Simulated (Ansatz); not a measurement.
## ScSiS₄: relaxation step by step

The cell of ScSiS₄ is invented: random cell by space group and Wyckoff sites (P6/mmm, No. 191). The dimensions are guesses.

```
CELL_PARAMETERS angstrom
4.76446 0.00000 0.00000
-2.38223 4.12614 0.00000
0.00000 0.00000 7.45766
ATOMIC_POSITIONS crystal
Sc 0.00000 0.00000 0.50000
Si 0.00000 0.00000 0.00000
S 0.33333 0.66667 0.50000
S 0.66667 0.33333 0.50000
S 0.00000 0.00000 0.23677
S 0.00000 0.00000 0.76323
```

Method: DFT PBE, scalar-relativistic, plane waves, PAW in Ansatz. Cutoff 420 eV, Gaussian smearing, Γ-centred meshes. Cell and atoms relax first on a coarse mesh and then on a finer one. In between, the cell is made exact in the group found at 0.06 Å. In metals the finer mesh still leaves noise of several meV/atom or more. The steps can't lower the symmetry of their start. No spin polarisation in the relaxation; trial moments died out in a coarse test.

Steps on the 6×6×4 mesh (6 atoms, 12 steps). The free energy counts from the last step; the plane-wave basis is renewed at times, which shifts energy and pressure.

| step | ΔF (meV/atom) | V (Å³/atom) | P (GPa) | largest force component (eV/Å) |
| --- | --- | --- | --- | --- |
| 1 | 1159.1 | 24.43 | 26.10 | 3.015 |
| 2 | 645.1 | 25.57 | 15.72 | 1.153 |
| 3 | 332.0 | 26.47 | 8.96 | 0.518 |
| 4 | 151.9 | 27.16 | 4.62 | 0.421 |
| 5 | 56.4 | 27.78 | 2.13 | 0.083 |
| 6 | 20.7 | 28.28 | 0.40 | 0.589 |
| 7 | 12.8 | 29.22 | 0.46 | 0.413 |
| 8 | 11.5 | 29.07 | 0.13 | 0.013 |
| 9 | 2.4 | 29.07 | 0.48 | 0.017 |
| 10 | 0.4 | 29.68 | -0.06 | 0.124 |
| 11 | 0.1 | 29.97 | -0.05 | 0.029 |
| 12 | 0.0 | 29.97 | -0.05 | 0.030 |

The relaxed structure, after a last relaxation on the converged mesh:

```cif
data_structure
_symmetry_space_group_name_H-M 'P 1'
_symmetry_Int_Tables_number 1
_cell_length_a 4.5911
_cell_length_b 4.5911
_cell_length_c 9.8457
_cell_angle_alpha 90.000
_cell_angle_beta 90.000
_cell_angle_gamma 120.000
_cell_volume 179.73
loop_
_atom_site_label
_atom_site_type_symbol
_atom_site_fract_x
_atom_site_fract_y
_atom_site_fract_z
_atom_site_occupancy
Sc1 Sc 0.00000 0.00000 0.50000 1
Si1 Si 0.00000 0.00000 0.00000 1
S1 S 0.33333 0.66667 0.50000 1
S2 S 0.66667 0.33333 0.50000 1
S3 S 0.00000 0.00000 0.19737 1
S4 S 0.00000 0.00000 0.80263 1
```

The symmetry stays P6/mmm (No. 191). The volume per atom grows by 22.6 %, from 24.4 to 30.0 Å³. The shortest distance goes from 1.77 Å (Si–S) to 1.94 Å (Si–S). The ratio c/a of the conventional cell changes by a factor of 1.37. The energy falls by about 1.2 eV/atom (the start's value is from the coarse mesh). Around Sc lie 6 S at 2.65 Å and 2 S at 2.98 Å; around Si lie 2 S at 1.94 Å; S on a site of symmetry -6m2 is surrounded by 3 S at 2.65 Å and 3 Sc at 2.65 Å; 1 more site not described.

| Item | Value |
| --- | --- |
| Volume per atom | 29.95 Å³ |
| Density | 1.86 g/cm³ |
| Energy over the elements | −0.25 eV/atom |
| Gap on the 12×12×4 mesh of the 6-atom cell | 0 eV (a metal) |

Energies over the elements count from the elements' standard structures at the same level, with no fitted energy shifts.

The last run used Gaussian smearing of 0.10 eV. An odd number of electrons in the primitive cell allows no gap without spin; a larger cell or a magnetic state could open one. The reference form of S is held partly by dispersion forces, which this level lacks. Symmetry constrained the relaxation, so the result can be a saddle point. In all, the 3 runs took 2.3 min on 1 thread of Arm Neoverse V1, on a shared host. Another cell of ScSiS4 relaxed alike, in P4mm, lies 160 meV/atom lower, so this cell isn't the stable form at this level.
